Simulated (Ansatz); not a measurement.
# CdSe: the gap against volume

CdSe, P6_3mc, a = 4.341 Å, c = 7.076 Å. Ansatz: r2SCAN, PAW, 500 eV, Γ-centred 6×6×4 mesh on 4 atoms, Gaussian smearing 0.02 eV; no spin polarisation. Shape and atoms are relaxed at each volume; x = ln(V/V0) with V0 = 28.866 Å³/atom. The gap is read at the mesh points alone.

| x | gap y (eV) |
| --- | --- |
| -0.1278 | 1.401 |
| -0.0943 | 1.324 |
| -0.0619 | 1.252 |
| -0.0305 | 1.178 |
| 0.0000 | 1.105 |
| 0.0296 | 1.034 |
| 0.0583 | 0.965 |
| 0.0953 | ? |

Question: Fit a straight line to the other rows, give the volume deformation potential of the gap and its pressure coefficient, and predict the missing gap. B0 = 51.4 GPa.

Answer: Means x = -0.03237, y = 1.1799; Σ(Δx)² = 0.02693, ΣΔxΔy = -0.06311; the slope is their ratio. y = 1.104 − 2.344 x. The slope is the deformation potential a = dE_g/d ln V = -2.34 eV, and dE_g/dP = −a/B0 = 45.6 meV/GPa. At x = 0.0953 the fit asked for gives 0.881 eV. The run gave 0.876 eV, so the fit is 0.005 eV too high, a small miss on the scale of the series.

Spin-orbit coupling is left out; it would lift a valence top of Se p states by 0.1 to 0.15 eV. Semilocal functionals give gaps under the measured ones; changes of the gap mostly carry over better.

Cost: 8 runs of about 10 core-minutes in all, on Intel Xeon Processor @ 2.50GHz (Skylake/Cascade Lake) (shared hosts).